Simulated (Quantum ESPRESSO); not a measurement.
HfTi2ZrO8, finding a planted mistake in a log

A calculation, not a measurement. The program is pw.x of Quantum ESPRESSO 7.5 (plane-wave density functional theory). The cell is made up: 12 atoms on a fluorite lattice, with randomly drawn elements, strain and displacements, not relaxed. PseudoDojo standard norm-conserving files (v0.5 for PBE, v0.4.1 for LDA and PBEsol) set the functional; there is no spin polarisation, spin-orbit coupling or dispersion term, and the masses in the input are unused placeholders.

The hafnium pseudopotential is less sure than the others, with forces about 3 percent (worst 6) and pressure in oxides about 1.5 GPa (worst 2.7) from a second method in checks, which no rerun with the same files tests.

Intended input:

```
&control calculation='scf', pseudo_dir='./dojo.nc.sr.pbe.v0_5.standard.upf', outdir='./o', disk_io='low', tprnfor=.true., tstress=.true. /
&system ibrav=0, nat=12, ntyp=4, nbnd=54, ecutwfc=84.00895049, nosym=.true., tot_charge=0,
 occupations='smearing', smearing='fd', degauss=0.0018374661
/
&electrons conv_thr=7.350e-09, electron_maxstep=60, /
ATOMIC_SPECIES
Hf 1.0 Hf.upf
O 1.0 O.upf
Ti 1.0 Ti.upf
Zr 1.0 Zr.upf
CELL_PARAMETERS angstrom
5.1022 -0.0037 0.0289
-0.0037 4.9967 0.0381
0.0289 0.0381 4.9521
ATOMIC_POSITIONS angstrom
Hf -0.0035 -0.0537 0.0232
Ti 0.0183 2.5225 2.4899
Ti 2.5638 0.0433 2.486
Zr 2.5602 2.4658 0.0037
O 1.2439 1.2625 1.2344
O 1.2989 1.292 3.7421
O 1.3152 3.7389 1.3114
O 1.2864 3.773 3.7322
O 3.8019 1.2658 1.2803
O 3.8194 1.3051 3.7176
O 3.8259 3.7505 1.3004
O 3.8624 3.7765 3.7886
K_POINTS automatic
4 5 5 1 1 1
```

The log is shortened where brackets say so; the opening notice, blank lines, dates and the lines on written files are dropped, and the path of the files is cut. It prints rydbergs, bohrs and kilobars, and counts compression as positive stress. Where no state is partly filled, the Fermi energy that it prints is only some level between the filled and the empty states on the mesh, and need not lie in the true gap.

Log of the intended run:

```
     Program PWSCF v.7.5
     Parallel version (MPI & OpenMP), running on       4 processor cores
     Number of MPI processes:                 4
     Threads/MPI process:                     1
     [start-up lines left out]
     bravais-lattice index     =            0
     lattice parameter (alat)  =       9.6419  a.u.
     unit-cell volume          =     851.8962 (a.u.)^3
     number of atoms/cell      =           12
     number of atomic types    =            4
     number of electrons       =        96.00
     number of Kohn-Sham states=           54
     kinetic-energy cutoff     =      84.0090  Ry
     charge density cutoff     =     336.0358  Ry
     scf convergence threshold =      7.3E-09
     mixing beta               =       0.7000
     number of iterations used =            8  plain     mixing
     Exchange-correlation= PBE
                           (   1   4   3   4   0   0   0)
     [axes and pseudopotential details left out]
   Cartesian axes
     site n.     atom                  positions (alat units)
         1        Hf     tau(   1) = (  -0.0006860  -0.0105247   0.0045470  )
         2        Ti     tau(   2) = (   0.0035866   0.4943865   0.4879972  )
         3        Ti     tau(   3) = (   0.5024809   0.0084864   0.4872329  )
         4        Zr     tau(   4) = (   0.5017754   0.4832738   0.0007252  )
         5        O      tau(   5) = (   0.2437928   0.2474382   0.2419309  )
         6        O      tau(   6) = (   0.2545723   0.2532200   0.7334168  )
         7        O      tau(   7) = (   0.2577670   0.7327896   0.2570222  )
         8        O      tau(   8) = (   0.2521224   0.7394729   0.7314765  )
         9        O      tau(   9) = (   0.7451370   0.2480850   0.2509269  )
        10        O      tau(  10) = (   0.7485668   0.2557874   0.7286150  )
        11        O      tau(  11) = (   0.7498408   0.7350631   0.2548663  )
        12        O      tau(  12) = (   0.7569944   0.7401588   0.7425303  )
     number of k points=    50  Fermi-Dirac smearing, width (Ry)=  0.0018
                       cart. coord. in units 2pi/alat
        k(    1) = (   0.1245005   0.1014311   0.1015258), wk =   0.0400000
        k(    2) = (   0.1233321   0.0998588   0.3076101), wk =   0.0400000
     [further k points left out]
     Dense  grid:    88601 G-vectors     FFT dimensions: (  60,  60,  60)
     Estimated max dynamical RAM per process >     271.00 MB
     Estimated total dynamical RAM >    1019.13 MB
     Initial potential from superposition of free atoms
     starting charge      95.9926, renormalised to      96.0000
     Starting wfcs are   72 randomized atomic wfcs
     total cpu time spent up to now is        8.0 secs
     per-process dynamical memory:   213.9 Mb
     Self-consistent Calculation
     iteration #  1     ecut=    84.01 Ry     beta= 0.70
     Davidson diagonalization with overlap
     ethr =  1.00E-02,  avg # of iterations =  2.0
     total cpu time spent up to now is       16.4 secs
     total energy              =    -714.49672366 Ry
     estimated scf accuracy    <       5.58576583 Ry
     iteration #  2     ecut=    84.01 Ry     beta= 0.70
     Davidson diagonalization with overlap
     ethr =  5.82E-03,  avg # of iterations =  8.5
     total cpu time spent up to now is       31.5 secs
     total energy              =    -706.72207117 Ry
     estimated scf accuracy    <      83.93682422 Ry
     [iterations 3 to 25 left out]
     iteration # 26     ecut=    84.01 Ry     beta= 0.70
     Davidson diagonalization with overlap
     ethr =  3.61E-11,  avg # of iterations =  1.4
     total cpu time spent up to now is      266.1 secs
     total energy              =    -717.46872338 Ry
     estimated scf accuracy    <       0.00000001 Ry
     iteration # 27     ecut=    84.01 Ry     beta= 0.70
     Davidson diagonalization with overlap
     ethr =  1.32E-11,  avg # of iterations =  5.1
     total cpu time spent up to now is      275.6 secs
     End of self-consistent calculation
     [lines on levels left out]
     the Fermi energy is    11.9625 ev
!    total energy              =    -717.46872338 Ry
     estimated scf accuracy    <          9.3E-11 Ry
     smearing contrib. (-TS)   =      -0.00000000 Ry
     internal energy E=F+TS    =    -717.46872338 Ry
     The total energy is F=E-TS. E is the sum of the following terms:
     one-electron contribution =    -148.70756458 Ry
     hartree contribution      =     129.99450250 Ry
     xc contribution           =    -150.46230536 Ry
     ewald contribution        =    -548.29335595 Ry
     convergence has been achieved in  27 iterations
     Forces acting on atoms (cartesian axes, Ry/au):
     atom    1 type  1   force =     0.00530756    0.01371668   -0.00575043
     atom    2 type  3   force =     0.00580336    0.00279131    0.00260536
     atom    3 type  3   force =    -0.00261039    0.00341467   -0.00113313
     atom    4 type  4   force =    -0.00913597    0.01283544    0.00782382
     atom    5 type  2   force =    -0.00796862   -0.01432629    0.05057947
     atom    6 type  2   force =    -0.00986768   -0.01421948   -0.04805594
     atom    7 type  2   force =    -0.01926202    0.01484449    0.01501405
     atom    8 type  2   force =    -0.00471086    0.00998598   -0.01790032
     atom    9 type  2   force =     0.00526059   -0.02029350    0.02481851
     atom   10 type  2   force =     0.02271830   -0.02568712   -0.02682194
     atom   11 type  2   force =     0.01313073    0.00190543    0.04132190
     atom   12 type  2   force =     0.00133501    0.01503240   -0.04250135
     Total force =     0.119124     Total SCF correction =     0.000027
     Computing stress (Cartesian axis) and pressure
          total   stress  (Ry/bohr**3)                   (kbar)     P=      -47.74
  -0.00082714   0.00005993  -0.00004486         -121.68        8.82       -6.60
   0.00005993  -0.00019362  -0.00000362            8.82      -28.48       -0.53
  -0.00004486  -0.00000362   0.00004719           -6.60       -0.53        6.94
     init_run     :      5.26s CPU      5.55s WALL (       1 calls)
     electrons    :    266.15s CPU    267.57s WALL (       1 calls)
     forces       :      1.75s CPU      1.78s WALL (       1 calls)
     stress       :      6.06s CPU      6.30s WALL (       1 calls)
     [timing details left out]
     PWSCF        :   4m41.75s CPU   4m43.78s WALL
     JOB DONE.
```

A second run was made from an input with one planted mistake. Its log:

```
     Program PWSCF v.7.5
     Parallel version (MPI & OpenMP), running on       4 processor cores
     Number of MPI processes:                 4
     Threads/MPI process:                     1
     [start-up lines left out]
     bravais-lattice index     =            0
     lattice parameter (alat)  =       9.6419  a.u.
     unit-cell volume          =     851.8962 (a.u.)^3
     number of atoms/cell      =           12
     number of atomic types    =            4
     number of electrons       =        96.00
     number of Kohn-Sham states=           54
     kinetic-energy cutoff     =      84.0090  Ry
     charge density cutoff     =     336.0358  Ry
     scf convergence threshold =      7.3E-09
     mixing beta               =       0.7000
     number of iterations used =            8  plain     mixing
     Exchange-correlation= PBE
                           (   1   4   3   4   0   0   0)
     [axes and pseudopotential details left out]
   Cartesian axes
     site n.     atom                  positions (alat units)
         1        Ti     tau(   1) = (  -0.0006860  -0.0105247   0.0045470  )
         2        Hf     tau(   2) = (   0.0035866   0.4943865   0.4879972  )
         3        Ti     tau(   3) = (   0.5024809   0.0084864   0.4872329  )
         4        Zr     tau(   4) = (   0.5017754   0.4832738   0.0007252  )
         5        O      tau(   5) = (   0.2437928   0.2474382   0.2419309  )
         6        O      tau(   6) = (   0.2545723   0.2532200   0.7334168  )
         7        O      tau(   7) = (   0.2577670   0.7327896   0.2570222  )
         8        O      tau(   8) = (   0.2521224   0.7394729   0.7314765  )
         9        O      tau(   9) = (   0.7451370   0.2480850   0.2509269  )
        10        O      tau(  10) = (   0.7485668   0.2557874   0.7286150  )
        11        O      tau(  11) = (   0.7498408   0.7350631   0.2548663  )
        12        O      tau(  12) = (   0.7569944   0.7401588   0.7425303  )
     number of k points=    50  Fermi-Dirac smearing, width (Ry)=  0.0018
                       cart. coord. in units 2pi/alat
        k(    1) = (   0.1245005   0.1014311   0.1015258), wk =   0.0400000
        k(    2) = (   0.1233321   0.0998588   0.3076101), wk =   0.0400000
     [further k points left out]
     Dense  grid:    88601 G-vectors     FFT dimensions: (  60,  60,  60)
     Estimated max dynamical RAM per process >     271.00 MB
     Estimated total dynamical RAM >    1019.13 MB
     Initial potential from superposition of free atoms
     starting charge      95.9926, renormalised to      96.0000
     Starting wfcs are   72 randomized atomic wfcs
     total cpu time spent up to now is        8.0 secs
     per-process dynamical memory:   206.5 Mb
     Self-consistent Calculation
     iteration #  1     ecut=    84.01 Ry     beta= 0.70
     Davidson diagonalization with overlap
     ethr =  1.00E-02,  avg # of iterations =  2.0
     total cpu time spent up to now is       18.3 secs
     total energy              =    -714.46048112 Ry
     estimated scf accuracy    <       5.62364023 Ry
     iteration #  2     ecut=    84.01 Ry     beta= 0.70
     Davidson diagonalization with overlap
     ethr =  5.86E-03,  avg # of iterations =  8.5
     total cpu time spent up to now is       35.6 secs
     total energy              =    -706.59623557 Ry
     estimated scf accuracy    <      86.57242157 Ry
     [iterations 3 to 22 left out]
     iteration # 23     ecut=    84.01 Ry     beta= 0.70
     Davidson diagonalization with overlap
     ethr =  1.30E-11,  avg # of iterations =  4.6
     total cpu time spent up to now is      263.3 secs
     total energy              =    -717.46179653 Ry
     estimated scf accuracy    <       0.00000002 Ry
     iteration # 24     ecut=    84.01 Ry     beta= 0.70
     Davidson diagonalization with overlap
     ethr =  1.30E-11,  avg # of iterations =  5.1
     total cpu time spent up to now is      275.9 secs
     End of self-consistent calculation
     [lines on levels left out]
     the Fermi energy is    12.1213 ev
!    total energy              =    -717.46179654 Ry
     estimated scf accuracy    <          3.1E-09 Ry
     smearing contrib. (-TS)   =      -0.00000000 Ry
     internal energy E=F+TS    =    -717.46179654 Ry
     The total energy is F=E-TS. E is the sum of the following terms:
     one-electron contribution =    -148.66467243 Ry
     hartree contribution      =     129.97445219 Ry
     xc contribution           =    -150.47822035 Ry
     ewald contribution        =    -548.29335595 Ry
     convergence has been achieved in  24 iterations
     Forces acting on atoms (cartesian axes, Ry/au):
     atom    1 type  3   force =     0.00522921   -0.00910020    0.00091937
     atom    2 type  1   force =    -0.00024708   -0.00343598    0.00481547
     atom    3 type  3   force =    -0.00328335    0.00714683   -0.00067037
     atom    4 type  4   force =    -0.00973529    0.00984724    0.00779611
     atom    5 type  2   force =    -0.00580851   -0.05075398    0.01512845
     atom    6 type  2   force =    -0.00663064   -0.04617342   -0.01661383
     atom    7 type  2   force =    -0.01171382    0.05296532   -0.02252704
     atom    8 type  2   force =    -0.00510701    0.04466066    0.01699111
     atom    9 type  2   force =     0.00300740   -0.04635515   -0.00095551
     atom   10 type  2   force =     0.00889055   -0.05483510    0.00256080
     atom   11 type  2   force =     0.01907608    0.04483460   -0.00125699
     atom   12 type  2   force =     0.00632245    0.05119917   -0.00618757
     Total force =     0.147774     Total SCF correction =     0.000043
     Computing stress (Cartesian axis) and pressure
          total   stress  (Ry/bohr**3)                   (kbar)     P=      -41.88
  -0.00077665   0.00001283  -0.00005797         -114.25        1.89       -8.53
   0.00001283  -0.00021460  -0.00004980            1.89      -31.57       -7.33
  -0.00005797  -0.00004980   0.00013723           -8.53       -7.33       20.19
     init_run     :      7.43s CPU      7.89s WALL (       1 calls)
     electrons    :    266.50s CPU    267.87s WALL (       1 calls)
     forces       :      2.05s CPU      2.07s WALL (       1 calls)
     stress       :      7.01s CPU      7.27s WALL (       1 calls)
     [timing details left out]
     PWSCF        :   4m43.21s CPU   4m45.39s WALL
     JOB DONE.
```

Question: what was wrong in the second input?

Answer: two atoms have their elements exchanged. The input lines that differ, file-writing options aside:

```
- Hf -0.0035 -0.0537 0.0232
+ Ti -0.0035 -0.0537 0.0232
- Ti 0.0183 2.5225 2.4899
+ Hf 0.0183 2.5225 2.4899
```

|  | intended run | run with the mistake |
| --- | --- | --- |
| free energy (eV) | -9761.659 | -9761.565 |
| smearing term -TS (eV) | 0.0000 | 0.0000 |
| pressure (GPa) | -4.77 | -4.19 |
| largest force component (eV/Å) | 1.300 | 1.410 |
| largest change of a force component (eV/Å) |  | 1.104 |
| iterations | 27 | 24 |

For scale, a rerun of the intended cell at a cutoff of 1467 eV and k mesh 6 x 7 x 7 moved values by no more than 0.002 eV in energy, 0.06 GPa in stress and 0.002 eV/Å in force.